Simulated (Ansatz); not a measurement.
## Ansatz 0.2.0, relaxation: TiPt₃

input.yaml:

```yaml
crystal:
  lattice:
    - [3.909778, 0.0, 0.0]
    - [0.0, 3.909778, 0.0]
    - [0.0, 0.0, 3.909778]
  atoms:
    - { symbol: Ti, position: [0.0, 0.0, 0.0] }
    - { symbol: Pt, position: [0.0, 0.5, 0.5] }
    - { symbol: Pt, position: [0.5, 0.0, 0.5] }
    - { symbol: Pt, position: [0.5, 0.5, 0.0] }
  symmetry: { tolerance: 0.0003 }
kpoints:
  mp_grid: { grid: [9, 9, 9], shift: [0, 0, 0] }
magnetization:
  spin_polarized: false
scf:
  occupations: { method: fermi_dirac }
  lower_state_search: "off"
hamiltonian:
  pseudopotentials: { kind: paw }
  xc: pbe
basis:
  ecutwfc: 420
  fft_grid_basis: typed
relax:
  max_steps: 40
  cell: { p_target: 0.0 }
output:
  forces: true
  stress: true
  eigenvalues: true
  bader: true
  populations: true
  elf: true
  write_potential: true
  volumetric_format: npy
  dos:
    e_range: [-12, 8]
    de: 0.05
    projected: { site_lists: { Pt: [Pt], Ti: [Ti] } }
  write_density: true
checkpoint:
  read: saved_state
```

The command:

```bash
ansatz run input.yaml --threads 2 --pin off --max-ram 3584MiB --backend cpu --events-out ev --progress --plain --runs-dir out
```

Origin of the cell: a database entry, scaled a little.

The smearing width isn't typed, so it takes its default of 0.1 eV.

The saved state is a converged single point of the same cell.

Steps («new basis» is an SCF on plane waves selected anew at the same cell):

```tsv
step	ΔF (meV/atom)	max force component (eV/Å)	P (GPa)	volume (Å³)	SCF iterations	step was
1	0.0	0.000	7.44	59.77	6	accepted
2	12.8	0.000	-9.54	64.42	8	rejected
3	-9.8	0.000	-0.64	61.72	9	accepted
4	-9.9	0.000	-0.01	61.55	6	accepted
5	-10.0	0.000	-0.02	61.55	8	new basis
```

Step 1, with forces in eV/Å:

```xyz
4
Lattice="3.910 0.000 0.000 0.000 3.910 0.000 0.000 0.000 3.910" Properties=species:S:1:pos:R:3:forces:R:3 pbc="T T T" step=1
Ti    0.000    0.000    0.000    0.000    0.000    0.000
Pt    0.000    1.955    1.955    0.000    0.000    0.000
Pt    1.955    0.000    1.955    0.000    0.000    0.000
Pt    1.955    1.955    0.000    0.000    0.000    0.000
```

Step 3, with forces in eV/Å:

```xyz
4
Lattice="3.952 0.000 0.000 0.000 3.952 0.000 0.000 0.000 3.952" Properties=species:S:1:pos:R:3:forces:R:3 pbc="T T T" step=3
Ti    0.000    0.000    0.000    0.000    0.000    0.000
Pt    0.000    1.976    1.976    0.000    0.000    0.000
Pt    1.976    0.000    1.976    0.000    0.000    0.000
Pt    1.976    1.976    0.000    0.000    0.000    0.000
```

Step 5, with forces in eV/Å:

```xyz
4
Lattice="3.948 0.000 0.000 0.000 3.948 0.000 0.000 0.000 3.948" Properties=species:S:1:pos:R:3:forces:R:3 pbc="T T T" step=5
Ti    0.000    0.000    0.000    0.000    0.000    0.000
Pt    0.000    1.974    1.974    0.000    0.000    0.000
Pt    1.974    0.000    1.974    0.000    0.000    0.000
Pt    1.974    1.974    0.000    0.000    0.000    0.000
```

- Free energy lowered by: 10.0 meV/atom
- Volume change: 2.99 %
- Final pressure: -0.02 GPa
- Relaxation steps listed: 5

Caveats: no moments, though an odd count or open d shells may carry them; no spin-orbit coupling, though heavy elements are present; the relaxation held the start's symmetry, so the end may be a saddle point.

It ran for 23 s of wall time on 2 CPU thread(s) of a shared host, from a saved density.
